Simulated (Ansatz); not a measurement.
B:
```
B
1.0
    2.44933     1.41412     4.17147
   -2.44933     1.41412     4.17147
    0.00000    -2.82824     4.17147
B
12
Direct
  0.00987   0.65441   0.00987
  0.99013   0.34559   0.99013
  0.00987   0.00987   0.65441
  0.99013   0.99013   0.34559
  0.65441   0.00987   0.00987
  0.34559   0.99013   0.99013
  0.22051   0.63175   0.22051
  0.77949   0.36825   0.77949
  0.22051   0.22051   0.63175
  0.77949   0.77949   0.36825
  0.63175   0.22051   0.22051
  0.36825   0.77949   0.77949
```

Relaxed with r²SCAN. DFT-r²SCAN in the program Ansatz with PAW potentials gives a gap of 1.60 eV.

Task: What gap does HSE06 give on the same cell (Ansatz, PAW)?

Result: 2.10 eV, 0.50 eV more. The hybrid was solved on a coarser mesh and at special points; its gap is the smallest among all of these.

| k | v1 r²SCAN | c1 r²SCAN | v1 HSE06 | c1 HSE06 |
|---|---|---|---|---|
| Γ | -0.38 | 1.67 | -0.40 | 2.10 |
| T | 0.00 | 2.89 | (withheld) | (withheld) |
| L | -0.67 | 2.16 | (withheld) | (withheld) |
| F | -2.08 | 1.64 | (withheld) | (withheld) |
| S0 | -1.83 | 2.07 | (withheld) | (withheld) |
| H0 | -1.90 | 1.91 | -2.08 | 2.49 |

Task: Top valence (v1) and lowest conduction level (c1) in eV from each method's valence maximum (which need not be a listed point): supply the withheld HSE06 values.

Result: 
- L, v1 HSE06: -0.85
- L, c1 HSE06: 2.64
- S0, v1 HSE06: -2.01
- S0, c1 HSE06: 2.66
- F, v1 HSE06: -2.19
- F, c1 HSE06: 2.15
- T, v1 HSE06: 0.00
- T, c1 HSE06: 3.47

Cost on shared cores: the r²SCAN run (SCF on a 7×7×7 mesh, then bands and DOS) about 60 core-seconds (a rough figure), the HSE06 run (SCF on 4×4×4, then a few points) around 110 core-seconds (rough); the tasks are unlike.

Space group R-3m (α-B12). The cell was relaxed with r²SCAN under the symmetry of its start; phonons on a q-mesh show no instability.

Potentials: the later of the program's two PAW sets.
